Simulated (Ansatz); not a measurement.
# Levels of theory for BaCa3F8 (fluorite sites, Cmmm)

All numbers come from the PAW code Ansatz. Non-magnetic throughout. Whether this structure exists isn't addressed.

Structure: BaCa3F8 on the sites of the fluorite structure (relaxed group Cmmm), at its r2SCAN minimum. The symmetry is Cmmm (No. 65, orthorhombic); conventional cell a = 7.956 Å, b = 11.379 Å, c = 3.961 Å, 14.94 Å³ an atom. Ca is surrounded by 8 F at 2.39–2.40 Å; F is surrounded by 2 Ca at 2.32 Å and 2 Ba at 2.58 Å; F is surrounded by 4 Ca at 2.40–2.48 Å; Ca is surrounded by 8 F at 2.32–2.48 Å; F is surrounded by 3 Ca at 2.39–2.40 Å and 1 Ba at 2.60 Å; Ba is surrounded by 8 F at 2.58–2.60 Å.

```cif
data_structure
_symmetry_space_group_name_H-M 'Cmmm'
_symmetry_Int_Tables_number 65
_cell_length_a 7.9565
_cell_length_b 11.3790
_cell_length_c 3.9608
_cell_angle_alpha 90.000
_cell_angle_beta 90.000
_cell_angle_gamma 90.000
_cell_volume 358.60
loop_
_atom_site_label
_atom_site_type_symbol
_atom_site_symmetry_multiplicity
_atom_site_Wyckoff_symbol
_atom_site_fract_x
_atom_site_fract_y
_atom_site_fract_z
_atom_site_occupancy
Ca1 Ca 2 a 0.00000 0.00000 0.00000 1
F1 F 4 j 0.50000 0.14508 0.50000 1
F2 F 4 j 0.50000 0.38021 0.50000 1
Ca2 Ca 4 f 0.25000 0.75000 0.50000 1
F3 F 8 p 0.76670 0.86833 0.00000 1
Ba1 Ba 2 b 0.50000 0.00000 0.00000 1
```

Relaxed lattice by functional, symmetry kept:
```json
{"functional": "PBE", "k mesh": "4×4×6", "a (Å)": "8.049", "b (Å)": "11.495", "c (Å)": "4.017", "volume (Å³/atom)": "15.49"}
{"functional": "r2SCAN", "k mesh": "4×4×6", "a (Å)": "7.956", "b (Å)": "11.379", "c (Å)": "3.961", "volume (Å³/atom)": "14.94"}
{"functional": "PBEsol", "k mesh": "4×4×6", "a (Å)": "7.918", "b (Å)": "11.314", "c (Å)": "3.948", "volume (Å³/atom)": "14.74"}
```

On this one geometry the levels give:
```json
{"level": "PBE", "k mesh": "4×4×6", "gap (eV)": "6.62", "kind": "direct", "edges": "Γ", "least direct gap (eV)": "6.62"}
{"level": "PBE+SOC", "k mesh": "4×4×6", "gap (eV)": "6.62", "kind": "direct", "edges": "Γ", "least direct gap (eV)": "6.62"}
{"level": "r2SCAN", "k mesh": "4×4×6", "gap (eV)": "7.19", "kind": "direct", "edges": "Γ", "least direct gap (eV)": "7.19"}
{"level": "HSE06", "k mesh": "2×2×4", "gap (eV)": "8.63", "kind": "direct", "edges": "Γ", "least direct gap (eV)": "8.63"}
{"level": "PBE0", "k mesh": "2×2×4", "gap (eV)": "9.40", "kind": "direct", "edges": "Γ", "least direct gap (eV)": "9.40"}
```
PBE: smearing of 0.02 eV; the others have fixed occupations.
Wave cutoffs: 420 eV, 500 eV (r2SCAN).

The HSE06 gap is direct at Γ: 8.63 eV. Spin-orbit coupling changes the PBE gap by 0.00 eV, to 6.62 eV.

r2SCAN covers 28 % of the step from PBE to HSE06. Spin-orbit coupling moves the least or the direct gap by up to 0.01 eV, so it can be left out where a tenth of an eV counts. All these functionals give a gap of the same kind, direct.

r2SCAN (ground state on 4×4×6): ε∞: 2.23, 2.24 and 2.23 along x, y and z. Born charges, averaged over directions: Ca +2.34 to +2.37, F -1.25 to -1.18, Ba +2.59 e. The program notes that the ground state's band table doesn't vouch for all the bands that the response reads.

Only the levels marked +SOC include spin-orbit coupling.

The meshes of the hybrids are coarse, so their gaps aren't converged to the digits shown.
